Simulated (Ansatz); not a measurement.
# CrB2 under pressure

Computed with Ansatz, DFT LDA, scalar-relativistic, plane waves, PAW. Settings: 420 eV plane-wave cutoff, Γ-centred 18×18×14 mesh, Fermi-Dirac smearing of 0.15 eV. No spin polarisation. Phonons by linear response, acoustic sum rule imposed.

The cell, relaxed at this level:
```
CELL_PARAMETERS angstrom
2.94611 0.00000 0.00000
-1.47306 2.55141 0.00000
0.00000 0.00000 2.86304
ATOMIC_POSITIONS crystal
Cr 0.00000 0.00000 0.00000
B 0.33333 0.66667 0.50000
B 0.66667 0.33333 0.50000
```

In a metal, frequencies and elastic constants depend on the k mesh and the smearing, soft modes and shear constants most. Spin polarisation was left out, and a magnetic state may lie lower.

**Question.** The cell is relaxed again at 2 and 6 GPa. How do volume, gap and optical modes at Γ (cm⁻¹, counted from the lowest optical one; a degenerate one stands once) change?

**Answer.**
```csv
,0 GPa,2 GPa,6 GPa
V/V0,1.000,0.994,0.982
gap (eV),0.00,0.00,0.00
mode 1,441,447,458
mode 3,452,458,470
mode 4,556,559,566
mode 5,948,955,968
```